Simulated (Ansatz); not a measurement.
SiW (CsCl type, space group No. 221) under volume change, PBE (plane waves, PAW; program Ansatz), scaled uniformly.

```tsv
V (Å³/atom)	E − E(relaxed) (meV/atom)	P (GPa)
12.992	99.6	27.00
13.420	41.8	16.52
13.848	?	?
14.277	0.0	0.00
14.705	?	?
15.133	33.8	-11.97
15.562	72.1	-16.55
```

**Question.** What belongs in the gaps?

**Answer.** 
- 14.705, E − E(relaxed) (meV/atom): 8.9
- 14.705, P (GPa): -6.48
- 13.848, E − E(relaxed) (meV/atom): 9.9
- 13.848, P (GPa): 7.61

**Question.** What does a third-order Birch–Murnaghan fit give for V₀, B₀ and B′?

**Answer.** V₀ = 14.28 Å³/atom, B₀ = 233 GPa, B′ = 4.4.

Space group Pm-3m (CsCl type). The cell is a constructed one: a structure type filled with these elements; neither database checked (COD, Materials Project) lists it. Whether it is the stable phase at ambient conditions was not checked. The PBE relaxation kept the symmetry of its start; its stability against distortions is not shown here. The run is not spin-polarised. Scalar-relativistic: spin–orbit coupling is off unless named, which matters more the heavier the elements.

Potentials: the later of the program's two PAW sets.
